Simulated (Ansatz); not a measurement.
MgO:
```yaml
crystal:
  lattice:
    - [3.25808, 0.00000, 0.00000]
    - [-1.62904, 2.82158, 0.00000]
    - [0.00000, 0.00000, 15.49679]
  atoms:
    - { symbol: Mg, position: [0.33333, 0.66667, 0.64802] }
    - { symbol: Mg, position: [0.33333, 0.66667, 0.97923] }
    - { symbol: Mg, position: [0.00000, 0.00000, 0.81363] }
    - { symbol: Mg, position: [0.00000, 0.00000, 0.48184] }
    - { symbol: Mg, position: [0.00000, 0.00000, 0.14744] }
    - { symbol: Mg, position: [0.66667, 0.33333, 0.31363] }
    - { symbol: O, position: [0.33333, 0.66667, 0.85176] }
    - { symbol: O, position: [0.33333, 0.66667, 0.52051] }
    - { symbol: O, position: [0.00000, 0.00000, 0.01863] }
    - { symbol: O, position: [0.00000, 0.00000, 0.68616] }
    - { symbol: O, position: [0.00000, 0.00000, 0.35303] }
    - { symbol: O, position: [0.66667, 0.33333, 0.18612] }
```

Relaxed with r²SCAN. Special points in fractions of this cell's reciprocal vectors: Γ (0.000, 0.000, 0.000); M (0.500, 0.000, 0.000); K (0.333, 0.333, 0.000); A (0.000, 0.000, 0.500); L (0.500, 0.000, 0.500); H (0.333, 0.333, 0.500).

### Question
List the band energies nearest the valence-band maximum at these points for r²SCAN in the plane-wave PAW code Ansatz.

### Answer
In eV from the valence-band maximum; about four levels below and three above (degenerate sets whole), none deeper than 8.9 eV; points with the same levels are listed once.

| k | below | above |
|---|---|---|
| Γ | -0.22 -0.22 -0.13 -0.13 0.00 | 4.28 5.59 5.62 |
| M | -0.52 -0.49 -0.40 -0.30 | 7.55 7.71 8.38 |
| K | -0.60 -0.49 -0.40 -0.39 | 8.63 8.74 9.13 |
| A | -0.22 -0.22 -0.14 -0.14 | 4.63 4.73 6.67 |
| L | -0.54 -0.41 -0.37 -0.32 | 7.50 7.76 8.39 |
| H | -0.76 -0.76 -0.59 -0.41 -0.30 | 8.63 8.74 9.13 |

Space group P3m1. The first step of the workflow began from a Materials Project structure, measured or hypothetical; the Crystallography Open Database copy checked does not list it. It is not the phase usual at ambient conditions (space group No. 225). The r²SCAN relaxation kept the symmetry of its start; its stability against distortions is not shown here.

Potentials: the earlier of the program's two PAW sets.
